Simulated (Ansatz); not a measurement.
GaP (zinc blende, F-43m), plane-wave PAW PBE (Ansatz code). The conduction-band minimum lies at Γ, with 1 equivalent valley. Second derivatives d²E/dk² of the lowest band at one valley (eV·Å²), along Cartesian directions:

```tsv
direction	d²E/dk²
[100]	75.66
[010]	75.66
[001]	75.66
[110]	75.52
[101]	75.52
[011]	75.52
```

### Question
Find the principal effective masses, the density-of-states mass and the conductivity mass.

### Answer
Off-diagonal terms follow from H_xy = H[110] − (H_xx + H_yy)/2, and m*/mₑ = 7.620 eV·Å² over each eigenvalue: 0.10, 0.10, 0.10. One valley's DOS mass (m₁m₂m₃)^(1/3) = 0.10, conductivity mass 3/(Σ 1/mᵢ) = 0.10 mₑ.

### Question
What effective density of states Nc follows at 300 K for parabolic valleys?

### Answer
Nc = 2.509e19 × 1 × (0.10)^(3/2) ≈ 7.9e17 cm⁻³.

The cell was relaxed with PBE under the symmetry of its start. Spin–orbit coupling is left out wherever it is not named.

Potentials: the earlier of the program's two PAW sets.
